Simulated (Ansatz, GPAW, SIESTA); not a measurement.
**GaGe3: programs and potentials compared**

```
Ge Ga
1.0
     0.00000    3.38717    3.38717
     3.38717    0.00000    3.38717
     3.38717    3.38717    0.00000
Ge Ga
3 1
Direct
  0.50000 0.50000 0.50000
  0.75000 0.75000 0.75000
  0.25000 0.25000 0.25000
  0.00000 0.00000 0.00000
```

The cell comes from a database or a generator and needn't be the stable form of this composition.

Alike in all runs: task equation of state; functional PBE; k mesh 7 × 7 × 7; occupations fermi-dirac, width 0.05 eV; no spin polarisation; no spin-orbit coupling.

```csv
program and potentials,plane-wave cutoff (eV),notes,equilibrium volume (Å³/atom),bulk modulus (GPa)
"Ansatz, Ansatz PAW",420,-,?,?
"SIESTA, files PseudoDojo sr-pbe-0.4.1-standard, DZP (energy shift 0.003 Ry; two zetas on semicore shells)",-,atomic basis,19.72,59.2
"GPAW, GPAW PAW data sets (gpaw-data 1.2.1)",600,-,19.20,64.8
```

Problem. Estimate from the other rows what the run with Ansatz, Ansatz PAW gave.

Solution. Equilibrium volume 19.27 Å³/atom; bulk modulus 62.9 GPa. The other rows, which needn't bracket it: equilibrium volume 19.20 to 19.72; bulk modulus 59.2 to 64.8.
